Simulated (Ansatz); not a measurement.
**Relaxing an invented Ge3PdO4 structure**

All numbers below come from DFT PBE, scalar-relativistic, plane waves, PAW (Ansatz). Cutoff 420 eV, Gaussian smearing, Γ-centred meshes. Cell and atoms relax first on a coarse mesh and then on a finer one. In between, the cell is made exact in the group found at 0.06 Å. In metals the finer mesh still leaves noise of several meV/atom or more. The steps can't lower the symmetry of their start. No spin polarisation in the relaxation; trial moments died out in a coarse test.

Recipe of this trial structure of Ge3PdO4: random cell by space group and Wyckoff sites (Im-3m, No. 229). Its size is a rough estimate.

```
Ge Pd O
1.0
    -3.19546    3.19546    3.19546
     3.19546   -3.19546    3.19546
     3.19546    3.19546   -3.19546
Ge Pd O
3 1 4
Direct
  0.00000 0.50000 0.50000
  0.50000 0.00000 0.50000
  0.50000 0.50000 0.00000
  0.00000 0.00000 0.00000
  0.50000 0.50000 0.50000
  0.00000 0.00000 0.50000
  0.00000 0.50000 0.00000
  0.50000 0.00000 0.00000
```

The zero of energy is the elements' standard structures at the same level (O₂ as a molecule); no fitted shifts are applied.

Question: Which structure results?

Answer: The symmetry stays Im-3m (No. 229). The volume per atom shrinks by 27.0 %, from 16.3 to 11.9 Å³. The shortest distance goes from 2.77 Å (Ge–O and Pd–O) to 2.49 Å (Ge–O and Pd–O). The energy falls by about 0.37 eV/atom (the start's value is from the coarse mesh). Conventional cell: a = 5.755 Å. Ge has 8 O at 2.49 Å, 2 Pd at 2.88 Å and 4 Ge at 2.88 Å; Pd has 8 O at 2.49 Å and 6 Ge at 2.88 Å; around O lie 2 Pd at 2.49 Å, 6 Ge at 2.49 Å and 6 O at 2.88 Å.

```cif
data_structure
_symmetry_space_group_name_H-M 'Im-3m'
_symmetry_Int_Tables_number 229
_cell_length_a 5.7550
_cell_length_b 5.7550
_cell_length_c 5.7550
_cell_angle_alpha 90.000
_cell_angle_beta 90.000
_cell_angle_gamma 90.000
_cell_volume 190.60
loop_
_atom_site_label
_atom_site_type_symbol
_atom_site_symmetry_multiplicity
_atom_site_Wyckoff_symbol
_atom_site_fract_x
_atom_site_fract_y
_atom_site_fract_z
_atom_site_occupancy
Ge1 Ge 6 b 0.50000 0.00000 0.00000 1
Pd1 Pd 2 a 0.00000 0.00000 0.00000 1
O1 O 8 c 0.25000 0.25000 0.25000 1
```

Question: Give its energy and gap.

Answer:

* Formation energy: −0.16 eV/atom
* Gap on the 10×10×10 mesh of the 8-atom cell: 0 eV (a metal)

Whether it is stable depends on the other phases of the system, which aren't compared here.

The last run used Gaussian smearing of 0.10 eV. A structure relaxed within its symmetry needn't be a true minimum.
